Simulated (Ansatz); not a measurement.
Ansatz 0.2.0, relaxation: CaIn2Ge2

Launch command:

```bash
ansatz run input.yaml --threads 2 --pin off --max-ram 3584MiB --backend cpu --events-out ev --progress --plain --runs-dir out
```

Input:

```yaml
crystal:
  lattice:
    - [0.0, 4.633602, 0.0]
    - [4.633602, 0.0, 0.0]
    - [2.316801, 2.316801, -5.350084]
  atoms:
    - { symbol: Ca, position: [0.0, 0.0, 0.0] }
    - { symbol: In, position: [0.75, 0.25, 0.5] }
    - { symbol: In, position: [0.25, 0.75, 0.5] }
    - { symbol: Ge, position: [0.379, 0.379, 0.242] }
    - { symbol: Ge, position: [0.621, 0.621, 0.758] }
  symmetry: { tolerance: 0.0003 }
kpoints:
  mp_grid: { grid: [7, 7, 7], shift: [0, 0, 0] }
magnetization:
  spin_polarized: false
scf:
  occupations: { method: fermi_dirac }
  lower_state_search: "off"
hamiltonian:
  pseudopotentials: { kind: paw }
  xc: r2scan
basis:
  ecutwfc: 500
  fft_grid_basis: typed
relax:
  max_steps: 60
output:
  forces: true
  stress: true
  eigenvalues: true
  bader: true
  populations: true
  elf: true
  write_potential: true
  volumetric_format: npy
  dos:
    e_range: [-12, 8]
    de: 0.05
    projected: { site_lists: { Ca: [Ca], Ge: [Ge], In: [In] } }
checkpoint:
  read: saved_state
```

Origin of the cell: a known structure type with other elements, at an estimated volume, so it need not be a known compound.

The smearing width isn't typed, so it takes its default of 0.1 eV.

The saved state is a converged single point of the same cell.

Output (shortened):

```
Warning: output.stress: scf.convergence.dr2_threshold = 1e-7 eV (the SCF's general default) is looser than the 5e-10 eV advised for a printed stress (1e-10 eV for each atom of the cell: 5). W […]
Pseudopotentials: kind: paw
Pseudopotential: Ca, paw, valence charge 10, recommended cutoff 500 eV (meta_gga), Ca.paw.azcp
Pseudopotential: In, paw, valence charge 13, recommended cutoff 500 eV (meta_gga), In.paw.azcp
Pseudopotential: Ge, paw, valence charge 14, recommended cutoff 500 eV (meta_gga), Ge.paw.azcp
Functional definition: r2SCAN
  exchange = r2scan_x(k0 = k0, k1 = k1, a1 = a1)
  correlation = r2scan_c
Crystal: 5 atoms, lattice volume = 114.868 Å³
Basis set: ecut = 500 eV, 2975 PW (Γ), exchange–correlation on 144×144×192 points (64 copies of the dense FFT grid, shifted against one another)
Bands: 39, of which v1, the nominal top of the filled ones, is band 32 counted from 1 (31 counted from 0)
[… 13 lines left out …]
Initial density: read from a saved state, or passed on in memory by an earlier SCF of this step, an earlier step, the calling program or the single point that the run made first
Functional: x = r2scan, c = r2scan; τ floored in thin density (d = 2e-4 eV/Å³)
SCF iter   1: F=-21651.565491 eV  HF=-21651.564799 eV  Δρ=1.11e-3  dr2=1.45e-3  dr2_τ=2.43e-4
SCF iter   2: F=-21651.565746 eV  HF=-21651.565608 eV  Δρ=7.12e-4  dr2=6.82e-4  dr2_τ=2.40e-5
SCF iter   3: F=-21651.565873 eV  HF=-21651.565873 eV  Δρ=1.68e-4  dr2=5.14e-5  dr2_τ=1.15e-6
SCF iter   4: F=-21651.565886 eV  HF=-21651.565887 eV  Δρ=8.06e-5  dr2=1.25e-5  dr2_τ=3.20e-7
SCF iter   5: F=-21651.565891 eV  HF=-21651.565891 eV  Δρ=3.45e-5  dr2=3.03e-6  dr2_τ=3.94e-8
SCF iter   6: F=-21651.565892 eV  HF=-21651.565892 eV  Δρ=1.18e-5  dr2=3.30e-7  dr2_τ=6.33e-9
SCF iter   7: F=-21651.565892 eV  HF=-21651.565892 eV  Δρ=3.58e-6  dr2=2.51e-8  dr2_τ=3.14e-10
relax step   1: F+E_penalty+E_count = -21651.565892 eV  Δ(F+E_penalty+E_count) = +0.000e0 eV  max|allowed force component| = 9.218e-1 eV/Å  Δτ_max = 0.0000 Å  (7 SCF iters, accepted)
relax step   2: F+E_penalty+E_count = -21651.636789 eV  Δ(F+E_penalty+E_count) = -7.090e-2 eV  max|allowed force component| = 1.195e-1 eV/Å  Δτ_max = 0.0809 Å  (6 SCF iters, dr2 threshold 5.31e-5 eV, accepted)
relax step   3: F+E_penalty+E_count = -21651.637713 eV  Δ(F+E_penalty+E_count) = -9.239e-4 eV  max|allowed force component| = 4.485e-3 eV/Å  Δτ_max = 0.0074 Å  (5 SCF iters, dr2 threshold 8.92e-7 eV, accepted)
relax step   4: F+E_penalty+E_count = -21651.637713 eV  Δ(F+E_penalty+E_count) = -2.794e-8 eV  max|allowed force component| = 4.458e-3 eV/Å  Δτ_max = 0.0000 Å  (2 SCF iters, accepted)
SCF 5 converged in 2 iterations: F = -21651.637713 eV  dr2 = 1.62e-8
SCF converged after 2 iterations
Free energy (F): -21651.637713 eV
Harris-Foulkes:  -21651.637713 eV  (|F-HF|=6.05e-9)
Internal energy: -21651.559473 eV  (E = F + TS)
E sigma→0 (E₀):  -21651.598593 eV
Entropy (-TS):   -0.078240 eV (-15.648 meV/atom)
Fermi energy:    10.896096 eV
--- Per-component energies (eV) ---
  E_band       = -445.180247
  E_kinetic    = 989.792048
  E_local      = -7791.569630  (includes V_loc(G=0)·N_el)
  E_nonlocal   = 1634.563944
  E_hartree    = 3282.029046
  E_xc         = -680.645189
  E_vxc        = -549.255265  (∫ρ·V_xc dr)
  E_paw        = -13294.807480  (= ΣΔE_a)
  E_vpaw       = -1327.802314  (= ΣTr[D̂ρ^β])
  E_aug_tail   = 0.000042  (compensation charges beyond the density's cutoff)
  E_vtau       = 35.036306  (kinetic-family band-sum trace: ∫τ·v_τ [+ j·A + Jᵃ·Aᵃ] dr)
  E_ewald      = -5790.461150
  E_core_change = -0.461105  (= ΣΔE_core)
  E_smearing   = -0.078240  (= −TS)
  Σ components = -21651.637713   (vs F -21651.637713, Δ=0.00e0)
--- Forces (eV/Å), atoms counted from 1 ---
  atom   1  Ca     0.000000    -0.000000     0.000000
  atom   2  In     0.000000     0.000000     0.000000
  atom   3  In     0.000000     0.000000     0.000000
  atom   4  Ge     0.000000     0.000000    -0.004444
  atom   5  Ge     0.000000     0.000000     0.004444
  max |Σ_I F_I| component: 1.39e-17 eV/Å
--- Stress (GPa, compression-positive) ---
        6.139894       0.000000       0.000000
        0.000000       6.139894       0.000000
        0.000000       0.000000       6.378798
  P = ⅓ Tr σ = 6.2195 GPa (62.195 kbar)
--- Relaxed structure (4 steps of the walk, 4 accepted, 0 SCFs on fresh bases) ---
  F+E_penalty+E_count = -21651.637713 eV   max|allowed force component| = 4.458e-3 eV/Å
  atoms:
    - { symbol: Ca, position: [0.0, 0.0, -0.0] }
    - { symbol: In, position: [0.75, 0.25, 0.5] }
    - { symbol: In, position: [0.25, 0.75, 0.5] }
    - { symbol: Ge, position: [0.385863, 0.385863, 0.228274] }
    - { symbol: Ge, position: [0.614137, 0.614137, 0.771726] }
--- Löwdin populations: 5 sites ---
  site symbol       q [e]
     0     Ca      8.2302
     1     In     13.1873
     2     In     13.1873
     3     Ge     14.4908
     4     Ge     14.4908
  spilling = 0.006465 (of n_electrons = 64.000000)
--- Bader charges: 5 sites ---
  site symbol  charge [e]  shift [e]
     0     Ca      1.3877     0.0000
     1     In      0.0377     0.0001
     2     In      0.0377     0.0001
     3     Ge     -0.7316     0.0001
     4     Ge     -0.7316     0.0001
  estimated error of the sums over rays = 8.2e-4 e
```

Before:

Space group I4/mmm (No. 139); the run's cell has a = 4.634 Å, b = 4.634 Å, c = 6.274 Å, α = 68.33°, β = 68.33°, γ = 90.00°. Shortest distances: Ge–Ge 2.59 Å, Ge–In 2.70 Å, In–In 3.28 Å, Ca–Ge 3.52 Å, Ca–In 3.54 Å.

The relaxed structure.

Space group I4/mmm (No. 139); the run's cell has a = 4.634 Å, b = 4.634 Å, c = 6.274 Å, α = 68.33°, β = 68.33°, γ = 90.00°. Shortest distances: Ge–Ge 2.44 Å, Ge–In 2.74 Å, In–In 3.28 Å, Ca–Ge 3.50 Å, Ca–In 3.54 Å.

* Free energy lowered by: 14.4 meV/atom
* Final pressure: 6.22 GPa
* Relaxation steps listed: 4
* Gap on the mesh: none (metal)

Caveats: the SCF threshold is looser than advised for a stress; the relaxation held the start's symmetry, so the end may be a saddle point.

The run took 66 s on 2 threads of Intel(R) Xeon(R) Platinum 8488C (Sapphire Rapids), on a shared host, peak memory 0.92 GiB, from a saved density.
